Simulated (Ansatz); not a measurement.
A generator proposed this cell of CdAgF4.

```
Cd Ag F
1.0
     4.15800    0.00000    0.00000
     0.00000    4.15800    0.00000
     0.00000    0.00000    6.64949
Cd Ag F
1 1 4
Cartesian
  0.0000 0.0000 0.0000
  2.0790 2.0790 3.3247
  0.0000 0.0000 4.5495
  2.0790 0.0000 0.0000
  0.0000 2.0790 0.0000
  0.0000 0.0000 2.1000
```

Level of theory: DFT PBE, scalar-relativistic, plane waves, PAW (Ansatz). Settings: cutoff 420 eV, Γ-centred mesh 4×4×4 on the computed 6-atom cell, Gaussian smearing of 0.10 eV; no spin polarisation.

The zero of energy is the elements' standard structures at the same level (F₂ as a molecule); no fitted shifts are applied.

**Question.** What does a single point on this coarse mesh give?

**Answer.** The pressure is 0.5 GPa (the mean over three directions, positive in compression), the largest force is 0.31 eV/Å, and the energy is −1.17 eV/atom against the elements. The shortest distance is 2.08 Å.

**Question.** How much does it gain on relaxing, and where does it end?

**Answer.** Relaxing gains under 0.1 eV/atom (the start's value is from the coarse mesh, so the gain is rough) in 7 ionic steps and ends at −1.17 eV/atom on the finer mesh. The symmetry stays P4/mmm (No. 123). The volume per atom shrinks by 0.5 %, from 19.2 to 19.1 Å³. The shortest distance goes from 2.08 Å (Cd–F) to 2.09 Å (Cd–F). Conventional cell: a = 4.179 Å, c = 6.548 Å. Around Cd lie 6 F at 2.09–2.13 Å; Ag is surrounded by 8 F at 3.17 Å (long contacts); around F on a site of symmetry 4mm lie 1 Cd at 2.13 Å, 1 F at 2.29 Å, 4 F at 2.98 Å and 4 Ag at 3.17 Å; 1 more site not described.

The last run used a 10×10×6 mesh (in the run's order of axes) for its 6-atom cell and Gaussian smearing of 0.10 eV. An odd number of electrons in the primitive cell allows no gap without spin; a larger cell or a magnetic state could open one. The relaxation can't lower the symmetry of the start. Symmetry constrained the relaxation, so the result can be a saddle point.
